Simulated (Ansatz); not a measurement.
LiPS₃:
```
LiPS3
1.0
    5.65298     3.58872     0.00000
   -5.65298     3.58872     0.00000
   -4.00793     0.00000     5.46937
Li P S
2 2 6
Cartesian
  0.00000   5.43955   0.00000
  0.00000   1.73790   0.00000
 -6.85897   3.58872   3.97345
  2.85104   3.58872   1.49592
 -2.00396   1.56885   2.73468
 -2.00396   5.60859   2.73468
 -3.73753   3.58872   0.31129
 -0.27040   3.58872   5.15807
 -4.86504   3.58872   3.90649
  0.85711   3.58872   1.56288
```

Relaxed with PBE. Special points in fractions of this cell's reciprocal vectors: Γ (0.000, 0.000, 0.000); C (0.405, 0.405, 0.000); C2 (-0.405, 0.595, 0.000); Y2 (-0.500, 0.500, 0.000); M2 (-0.500, 0.500, 0.500); D (-0.252, 0.748, 0.500); D2 (0.252, 0.252, 0.500); A (0.000, 0.000, 0.500); L2 (0.000, 0.500, 0.500); V2 (0.000, 0.500, 0.000).

List the band energies nearest the valence-band maximum at these points for plane-wave PAW PBE (Ansatz code).

In eV from the valence-band maximum; about four levels below and three above (degenerate sets whole), none deeper than 8.9 eV; points with the same levels are listed once.

| k | below | above |
|---|---|---|
| Γ | -0.72 -0.63 -0.33 0.00 | 2.12 2.76 2.96 |
| C | -1.02 -0.99 -0.63 -0.07 | 2.40 3.03 3.32 |
| Y2 | -1.11 -1.11 -1.05 -0.48 -0.11 | 2.41 3.12 3.31 |
| M2 | -0.76 -0.64 -0.62 -0.56 | 1.75 2.64 2.84 |
| D | -1.05 -0.82 -0.58 -0.53 | 2.18 2.58 3.18 |
| A | -0.70 -0.68 -0.54 -0.47 | 2.46 2.78 3.45 |
| L2 | -0.86 -0.63 -0.54 -0.26 | 2.12 3.09 3.10 |
| V2 | -1.05 -0.64 -0.57 -0.39 | 2.01 2.92 3.14 |

Space group C2/m. The workflow started from an entry of the Crystallography Open Database (COD). Whether it is the stable phase at ambient conditions was not checked. Symmetry was held in the PBE relaxation; its stability against distortions is not shown here.

Potentials: the later of the program's two PAW sets.
